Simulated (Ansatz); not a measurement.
Ansatz (an electronic-structure program) input:

Ansatz 0.2 input:
```yaml
crystal:
  lattice:
    - [4.1860286101, 0.0, 0.0]
    - [0.0, 4.1860286101, 0.0]
    - [0.0, 0.0, 4.1860286101]
  atoms:
    - { symbol: In, position: [0.0, 0.0, 0.0] }
    - { symbol: Ag, position: [0.0, 0.5, 0.5] }
    - { symbol: Ag, position: [0.5, 0.0, 0.5] }
    - { symbol: Ag, position: [0.5, 0.5, 0.0] }
kpoints:
  mp_grid: { grid: [10, 10, 10] }
hamiltonian:
  xc: r2scan
  pseudopotentials: { kind: paw }
scf:
  occupations: { method: gaussian, width: 0.1 }
checkpoint: { read: metal.run }
output: { write_density: true, elf: true, volumetric_format: npy }
basis: { fft_grid_basis: typed }
```

Output (shortened):

```
Pseudopotential: In, paw, valence charge 13
Pseudopotential: Ag, paw, valence charge 19
Functional definition: r2SCAN
Crystal: 4 atoms, lattice volume = 73.351 Å³
Basis set: ecut = 500 eV, 1863 PW (Γ), exchange–correlation on 128×128×128 points (64 copies of the dense FFT grid, shifted against one another)
Bands: 42, of which v1, the nominal top of the filled ones, is band 35 counted from 1 (34 counted from 0)
Symmetry: 48 space group operations
Space group: Pm-3m (ITA 221), of the structure as read, at distance tolerance 4.2e-5 Å
k-points: 56 of 1000
Stability of the state it starts from, as read at its close in the unpolarized treatment …
iter 1 solved again at ethr=5.23e-9 eV; its pass at ethr=3.10e-3 eV (dr2=3.66e-6 eV) is discarded
SCF iter   1: F=—  HF=-28423.828616 eV  |F-HF|=—  |Δ(HF+E_count)|=         —  Δρ=1.60e-7  dr2=1.27e-11  dr2_τ=8.15e-13  ethr=5.23e-9  ⟨swp⟩=4.0  Hψ=15686  notcnv=0
preconditioner: auto → Kerker (q_TF=auto, 2.707 Å⁻¹)
SCF iter   2: F=-28423.828616 eV  HF=-28423.828616 eV  |F-HF|=3.64e-12  |Δ(HF+E_count)|=   3.46e-9  Δρ=8.51e-8  dr2=4.82e-12  dr2_τ=1.14e-12  ethr=1.00e-12  ⟨swp⟩=6.4  Hψ=8104  notcnv=0
SCF 1 converged in 2 iterations: F = -28423.828616 eV  dr2 = 4.82e-12
SCF converged after 2 iterations
Free energy (F): -28423.828616 eV
Harris-Foulkes:  -28423.828616 eV  (|F-HF|=3.64e-12)
Internal energy: -28423.823902 eV  (E = F + TS)
E sigma→0 (E₀):  -28423.826259 eV
Entropy (-TS):   -0.004714 eV (-1.179 meV/atom)
Fermi energy:    16.145359 eV
--- Per-component energies (eV) ---
  E_band       = -812.542866
  E_kinetic    = 1826.365908
  E_local      = -7991.634259  (includes V_loc(G=0)·N_el)
  E_nonlocal   = 610.334606
  E_hartree    = 3583.569637
  E_xc         = -736.686537
  E_vxc        = -896.629498  (∫ρ·V_xc dr)
  E_paw        = -15950.393503  (= ΣΔE_a)
  E_vpaw       = -1592.679205  (= ΣTr[D̂ρ^β])
  E_aug_tail   = 0.000167  (compensation charges beyond the density's cutoff)
  E_vtau       = 64.560122  (kinetic-family band-sum trace: ∫τ·v_τ [+ j·A + Jᵃ·Aᵃ] dr)
  E_ewald      = -9764.817534
  E_core_change = -0.562386  (= ΣΔE_core)
  E_smearing   = -0.004714  (= −TS)
  E_closure    =  0.000000  (closes the sum)
  Σ components = -28423.828616   (vs F -28423.828616, Δ=0.00e0)
  [band-id]    e_kinetic+e_local+e_nonlocal+2·e_hartree+e_vxc+e_vpaw+e_augmentation_tail+e_vtau = -812.542886   (vs E_band -812.542866, Δ=-2.01e-5)
--- Band table (eV; the first three rows and the last of 56) ---
  k-point 0: bands = ["-78.9425", "-78.9300", "-78.9300", "-41.5940", "-41.5940", "-41.5940", "-41.5618", "-41.5618", "-41.5618", "-41.4832", "-41.4832", "-41.4832", "0.6730", "0.6730", "0.7057", "0.7057", "0.7057", "6.5713", "9.2136", "9.8035", "9.8035", …
  k-point 1: bands = ["-78.9423", "-78.9303", "-78.9300", "-41.5929", "-41.5929", "-41.5924", "-41.5621", "-41.5621", "-41.5618", "-41.4849", "-41.4840", "-41.4840", "0.6751", "0.6802", "0.7063", "0.7073", "0.7073", "6.6679", "9.2646", "9.8161", "9.8322", …
  k-point 2: bands = ["-78.9415", "-78.9311", "-78.9300", "-41.5900", "-41.5900", "-41.5881", "-41.5630", "-41.5630", "-41.5620", "-41.4896", "-41.4860", "-41.4860", "0.6808", "0.6990", "0.7079", "0.7117", "0.7117", "6.9527", "9.4090", "9.8505", "9.9140", …
  k-point 55: bands = ["-78.9342", "-78.9342", "-78.9342", "-41.6044", "-41.6044", "-41.6044", "-41.5758", "-41.5318", "-41.5318", "-41.5318", "-41.4683", "-41.4683", "0.6748", "0.6748", "0.6748", "0.7798", "0.7798", "8.1114", "9.8156", "9.8156", "9.8156", …
```

Cost: roughly 12 core-seconds on shared cores.

The workflow started from an entry of the Crystallography Open Database (COD). Whether it is the stable phase at ambient conditions was not checked. The cell was relaxed with r²SCAN under the symmetry of its start; whether a distortion lowers the energy is not shown. No spin polarisation was allowed. Spin–orbit coupling is left out wherever it is not named.

Potentials: the later of the program's two PAW sets.

Ansatz is a plane-wave DFT program.
